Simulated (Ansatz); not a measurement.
CsCl-type HoAs

The computed numbers are results of PBEsol, scalar-relativistic (collinear spin) in the plane-wave PAW code Ansatz at 420 eV, Γ-centred 10×10×10 mesh, 0.05 eV Gaussian smearing. The datasets are Ansatz's generated set soft_2.

```xyz
2
Lattice="3.5232 0.0000 0.0000 0.0000 3.5232 0.0000 0.0000 0.0000 3.5232" Properties=species:S:1:pos:R:3 pbc="T T T"
Ho    0.0000    0.0000    0.0000
As    1.7616    1.7616    1.7616
```

The start was a prototype's sites filled with these elements. The Crystallography Open Database lists the compound in space group Fm-3m (rock salt), so this is a trial structure.

Magnetic state: ferromagnetic, site spin moments Ho 3.57 μB.

Path: Γ–X–M–Γ–R–X | R–M, with Γ = (0.000, 0.000, 0.000), X = (0.000, 0.500, 0.000), M = (0.500, 0.500, 0.000), R = (0.500, 0.500, 0.500) in reciprocal vectors of the calculation's cell.

Bands as a text map, energy in eV from the Fermi level (dashes), each leg drawn with the same width, + spin up, o spin down, # both:
```
  4.86 |++#       o+    +o o+++#    o     + oo    o  
  4.57 |  +      ++            ++   +o   o  +#o   +  
  4.29 |     o    ooo    +o#  o    o #   +   ++o     
  4.00 | o   +    ++#   oo#+# +    + #o        +     
  3.71 | +         o+ooo+##        o ++ooo    o o  oo
  3.43 |o          +o#++o+   o   oo+  o ++    + +o ++
  3.14 |+   o       +#oo+ +  +   ++   ++         +ooo
  2.86 |    +        + +         o    o           +  
  2.57 |              +    o    o+o   +oo      o   ++
  2.29 |   o               +      +    #+      +     
  2.00 |              o        o+       o           o
  1.71 |   +         o+        +       ++          o+
  1.43 |  o          + o o  o o          o      o  + 
  1.14 |oo+     ooooo  +o+o #o+          +o     +    
  0.86 | +oooooo+++ +   oo#oo o           +o     oo  
  0.57 |++oooo##ooo#oooo#oo# + oooooooooooo#ooooooooo
  0.29 |oo# ##ooo o+#   ooo##oo         oo o     #+  
  0.00 |ooo#oooooo---o-#-++ooooooooooooo--ooooooo-o--
 -0.29 |##+ +ooooo#oo#ooooooo##ooooooooooooooooooo#oo
 -0.57 |ooooo##o##oooo#ooooooo         o###o      o##
 -0.86 | #     +#           # #         o o+     +   
 -1.14 |         #                        +      o   
 -1.43 |                   #   #       +             
 -1.71 |  #       #        +           o #      +    
 -2.00 |           +      #o   o++                   
 -2.29 |+++++++++++#+++++#++++++o#++++++++++++++#++++
 -2.57 |  +         #+  o+++   ++ o+++  #   +++      
 -2.86 |+++#+++++++++###++#++++++#    o+++++     ++##
        Γ      X      M      Γ      R      XR       M
```

**Question.** By these bands, is it a metal or an insulator, and if it has a gap, where are the band edges on this path?

**Answer.** A metal: bands cross the Fermi level.

Formal charges Ho³⁺, As³⁻ leave Ho³⁺ with an open 4f¹⁰ shell. Nothing in this functional splits the part-filled shell enough, so f states lie at the Fermi level.

Without a U the open 4f shell is pinned at the Fermi level, an artefact: in the real crystal it splits into occupied and empty levels away from it, and its large orbital moment is missing here. These numbers lack spin–orbit coupling. The run wasn't fully tested for a lower electronic state. Site moments are of spin, integrated over atomic spheres. Only parallel moments were tried, so the real magnetic order may be another.

The open shells may stand above their lowest state, and forces and pressures are less sure for it.
